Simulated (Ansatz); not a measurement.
CoSi:
Space group P2₁3 (No. 198); a = b = c = 4.3504 Å, α = β = γ = 90.00°

```tsv
atom	site	symmetry	x	y	z
Co	4a	.3.	0.1457	0.1457	0.1457
Si	4a	.3.	0.8431	0.8431	0.8431
```

Relaxed with LDA.

Problem. Which orbitals make up the states near the Fermi level in plane-wave PAW LDA (Ansatz code)?

Solution. Within 0.5 eV of the Fermi level: Co 3d 85 %, Si 3p 11 %. Projections are on Löwdin-orthogonalised atomic valence shells; empty p or d shells of many metals are not among them.

Problem. Tabulate the density of states.

Solution. States/eV per cell of 8 atoms, in 0.25 eV bins, energy from the Fermi level.

| E (eV) | total | Co 3d | Si 3p | Si 3s |
|---|---|---|---|---|
| -7.85 | 1.20 | 0.27 | 0.34 | 0.52 |
| -7.60 | 1.76 | 0.38 | 0.60 | 0.61 |
| -7.35 | 2.41 | 0.53 | 0.90 | 0.71 |
| -7.10 | 1.34 | 0.26 | 0.69 | 0.22 |
| -6.85 | 1.36 | 0.26 | 0.79 | 0.14 |
| -6.60 | 1.85 | 0.41 | 1.06 | 0.18 |
| -6.35 | 3.46 | 0.89 | 1.98 | 0.26 |
| -6.10 | 2.43 | 0.68 | 1.29 | 0.21 |
| -5.85 | 3.19 | 1.00 | 1.63 | 0.26 |
| -5.60 | 2.58 | 0.81 | 1.36 | 0.17 |
| -5.35 | 2.01 | 0.65 | 1.05 | 0.13 |
| -5.10 | 4.64 | 1.70 | 2.30 | 0.31 |
| -4.85 | 3.73 | 1.58 | 1.63 | 0.27 |
| -4.60 | 4.10 | 1.92 | 1.68 | 0.25 |
| -4.35 | 2.44 | 1.27 | 0.92 | 0.14 |
| -4.10 | 5.94 | 3.31 | 2.10 | 0.27 |
| -3.85 | 5.78 | 3.61 | 1.72 | 0.17 |
| -3.60 | 5.50 | 3.81 | 1.28 | 0.16 |
| -3.35 | 9.62 | 7.14 | 1.66 | 0.27 |
| -3.10 | 10.86 | 8.50 | 1.38 | 0.17 |
| -2.85 | 13.08 | 9.84 | 2.16 | 0.23 |
| -2.60 | 10.22 | 8.16 | 1.51 | 0.14 |
| -2.35 | 7.58 | 6.13 | 1.03 | 0.08 |
| -2.10 | 7.78 | 6.41 | 0.98 | 0.09 |
| -1.85 | 8.14 | 7.23 | 0.64 | 0.04 |
| -1.60 | 10.20 | 9.43 | 0.41 | 0.07 |
| -1.35 | 10.97 | 10.29 | 0.34 | 0.06 |
| -1.10 | 10.28 | 9.60 | 0.35 | 0.06 |
| -0.85 | 7.77 | 6.98 | 0.42 | 0.10 |
| -0.60 | 5.59 | 5.05 | 0.35 | 0.05 |
| -0.35 | 8.66 | 7.50 | 0.84 | 0.11 |
| -0.10 | 3.98 | 3.25 | 0.54 | 0.07 |
| 0.15 | 0.65 | 0.53 | 0.09 | 0.02 |
| 0.40 | 1.59 | 1.21 | 0.26 | 0.06 |
| 0.65 | 3.53 | 2.44 | 0.79 | 0.16 |
| 0.90 | 3.52 | 2.22 | 0.96 | 0.17 |
| 1.15 | 2.04 | 1.21 | 0.60 | 0.12 |
| 1.40 | 1.66 | 0.92 | 0.50 | 0.14 |
| 1.65 | 2.48 | 1.37 | 0.56 | 0.42 |
| 1.90 | 2.52 | 1.30 | 0.59 | 0.50 |
| 2.15 | 3.48 | 1.59 | 0.95 | 0.68 |
| 2.40 | 5.13 | 2.09 | 1.48 | 1.02 |
| 2.65 | 2.63 | 0.95 | 0.83 | 0.55 |
| 2.90 | 3.70 | 1.23 | 1.26 | 0.69 |
| 3.15 | 4.59 | 1.35 | 1.65 | 0.70 |
| 3.40 | 3.97 | 1.05 | 1.50 | 0.59 |
| 3.65 | 2.69 | 0.62 | 1.05 | 0.40 |
| 3.90 | 3.83 | 0.78 | 1.46 | 0.55 |
| 4.15 | 3.80 | 0.71 | 1.49 | 0.52 |
| 4.40 | 4.19 | 0.70 | 1.75 | 0.54 |
| 4.65 | 3.61 | 0.54 | 1.56 | 0.40 |

Space group P2_13. The LDA relaxation kept the symmetry of its start; phonons on a q-mesh show no instability. The run is not spin-polarised.

Potentials: the later of the program's two PAW sets.
